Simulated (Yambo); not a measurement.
Yambo input for CsScW2O8 (space group P-3m1, No. 164) (a = b = 5.9272 Å, c = 8.1058 Å, α = β = 90.00°, γ = 120.00°), on norm-conserving PBEsol (Quantum ESPRESSO, 84 Ry, no spin-orbit coupling) wavefunctions on a 3×3×2 mesh:

```
optics
chi
dipoles
kernel
FFTGvecs= 40 Ry
Chimod= "HARTREE"
NGsBlkXd= 3 Ry
% QpntsRXd
 1 | 1 |
%
% BndsRnXd
 4 | 193 |
%
GrFnTpXd= "R"
% EnRngeXd
 0.0 | 20.0 | eV
%
% DmRngeXd
 0.2 | 0.2 | eV
%
CGrdSpXd= 50
ETStpsXd= 161
% LongDrXd
 1.0 | 0.0 | 0.0 |
%
% XfnQP_E
 2.668 | 1.0 | 1.0 |
%
```

First lines of the file o-*.eps_q1_inv_rpa_dyson:

```
Absorption @ Q(1):   1.00000000     0.00000000     0.00000000    [q->0 direction]
#
# [ X ] Hartree size     :  159
# [GEN] GF Energies     : Perdew, Burke & Ernzerhof SOL(X)+Perdew, Burke & Ernzerhof SOL(C)+ user defined corrections @E
# [GEN] Green`s Function     : Retarded
#
# [GEN] Gauge     : Length
# [GEN] [r,Vnl] included     : yes
#
#    E[1] [eV]     Im(eps)     Re(eps)     Im(eps_o)     Re(eps_o)
#
     0.000000     0.91042E-09     2.577802     -0.25693E-17     2.971933
     0.125000     0.643260E-3     2.578002     0.908046E-3     2.972216
     0.250000     0.001288     2.578604     0.001818     2.973066
     0.375000     0.001935     2.579610     0.002733     2.974485
     0.500000     0.002587     2.581020     0.003654     2.976476
     0.625000     0.003245     2.582839     0.004584     2.979045
     0.750000     0.003910     2.585070     0.005525     2.982197
     0.875000     0.004583     2.587718     0.006480     2.985940
     1.000000     0.005267     2.590790     0.007451     2.990283
     1.125000     0.005964     2.594292     0.008441     2.995238
     1.250000     0.006674     2.598232     0.009452     3.000816
     1.375000     0.007400     2.602621     0.010488     3.007032
     1.500000     0.008143     2.607467     0.011551     3.013902
     1.625000     0.008907     2.612783     0.012645     3.021444
     1.750000     0.009693     2.618581     0.013774     3.029678
     1.875000     0.010503     2.624877     0.014941     3.038627
     2.000000     0.011341     2.631687     0.016150     3.048317
     2.125000     0.012209     2.639027     0.017407     3.058774
     2.250000     0.013110     2.646919     0.018716     3.070031
     2.375000     0.014048     2.655383     0.020083     3.082120
     2.500000     0.015027     2.664444     0.021514     3.095079
     2.625000     0.016050     2.674128     0.023015     3.108951
     2.750000     0.017123     2.684464     0.024595     3.123780
     2.875000     0.018250     2.695484     0.026261     3.139619
     3.000000     0.019438     2.707224     0.028024     3.156524
     3.125000     0.020693     2.719724     0.029894     3.174558
     3.250000     0.022022     2.733026     0.031884     3.193789
     3.375000     0.023434     2.747180     0.034006     3.214297
     3.500000     0.024938     2.762238     0.036277     3.236168
     3.625000     0.026545     2.778263     0.038716     3.259499
     3.750000     0.028268     2.795320     0.041343     3.284400
     3.875000     0.030121     2.813485     0.044183     3.310994
     4.000000     0.032121     2.832843     0.047265     3.339420
```
(The file goes on to the top of the energy range.) Convergence of the RPA response with its 3×3×2 mesh was not tested. The scissor comes from a G0W0 run whose convergence isn't established.

Geometry of the Materials Project entry, not relaxed at this level.

The structure is a Materials Project entry; no match was found in the copy of COD used, and its stability was not checked.
